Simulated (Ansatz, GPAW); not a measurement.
This is a calculation of SnN2F2 for GPAW 26.7.0 (ASE script). The cell comes from a database or a generator and needn't be the stable form of this composition.

File run.py:

```python
from ase.dft.bandgap import bandgap
from ase.io import read, write
from ase.units import GPa
from gpaw import GPAW, PW

atoms = read('POSCAR')

calc = GPAW(mode=PW(800),
            xc='LDA',
            kpts={'size': (6, 6, 8), 'gamma': True},
            occupations={'name': 'methfessel-paxton', 'order': 0, 'width': 0.05},
            nbands=33,
            convergence={'density': 1e-05, 'energy': 1e-05},
            maxiter=150,
            txt='gpaw.txt')
atoms.calc = calc
energy = atoms.get_potential_energy()
forces = atoms.get_forces()
stress = atoms.get_stress()
calc.write('gs.gpw')
write('result.traj', atoms)
print(f'Energy: {energy:.6f} eV')
print('Forces (eV/A):')
print(forces.round(4))
print('Stress (GPa):', (stress / GPa).round(3))
print('Fermi level:', round(calc.get_fermi_level(), 4), 'eV')
print(f'Gap: {bandgap(calc)[0]:.4f} eV, direct: {bandgap(calc, direct=True)[0]:.4f} eV')
```

Contents of POSCAR:

```
SnN2F2
1.0
    4.3970390000     -2.6470130000      0.0000000000
    4.3970390000      2.6470130000      0.0000000000
   -1.2529480000      0.0000000000      3.5211200000
Sn F N
1 2 2
Direct
    0.0000000000      0.0000000000      0.0000000000
    0.1723560000      0.1723560000      0.6365290000
    0.8276440000      0.8276440000      0.3634710000
    0.4619940000      0.4619940000      0.0939310000
    0.5380060000      0.5380060000      0.9060690000
```

Potentials or basis: the program's PAW data sets (release 1.2.1) made for this functional, pw.

The run is started by

```bash
$ OMP_NUM_THREADS=1 python run.py
```

Q: Translate it to Ansatz 0.2.0. Potentials or basis there: Ansatz PAW, cutoff 420 eV.

A: As run (cutoffs and basis follow the program's own potentials, and thresholds, step limits or extra output files can differ):

input.yaml

```yaml
crystal:
  lattice:
    - [4.397039, -2.647013, 0.0]
    - [4.397039, 2.647013, 0.0]
    - [-1.252948, 0.0, 3.52112]
  atoms:
    - { symbol: Sn, position: [0.0, 0.0, 0.0] }
    - { symbol: F, position: [0.172356, 0.172356, 0.636529] }
    - { symbol: F, position: [0.827644, 0.827644, 0.363471] }
    - { symbol: "N", position: [0.461994, 0.461994, 0.093931] }
    - { symbol: "N", position: [0.538006, 0.538006, 0.906069] }
hamiltonian:
  xc: lda
  pseudopotentials: { kind: paw }
kpoints:
  mp_grid: { grid: [6, 6, 8] }
scf:
  occupations: { method: gaussian, width: 0.05 }
output:
  forces: true
  stress: true
  eigenvalues: true
```

Potentials or basis: Ansatz PAW.

The run is started by

```bash
$ ansatz run input.yaml --threads 1 --pin off --max-ram 3584MiB --backend cpu --events-out ev --progress --plain --runs-dir out
```

Both were run:

|  | GPAW | Ansatz |
| --- | --- | --- |
| Pressure | -2.0 GPa | -0.8 GPa |
| Largest force | 2.325 eV/Å | 2.463 eV/Å |

Ansatz's pressure holds a Pulay term of +0.73 GPa for its cutoff of 420 eV, which the other run lacks.

Ansatz's potentials were made for PBE.

Where Ansatz's input types no cutoff or centring, it takes its own default and a Γ-centred mesh.

The two programs' LDA may be different fits to the electron gas.

Pressure is positive in compression.
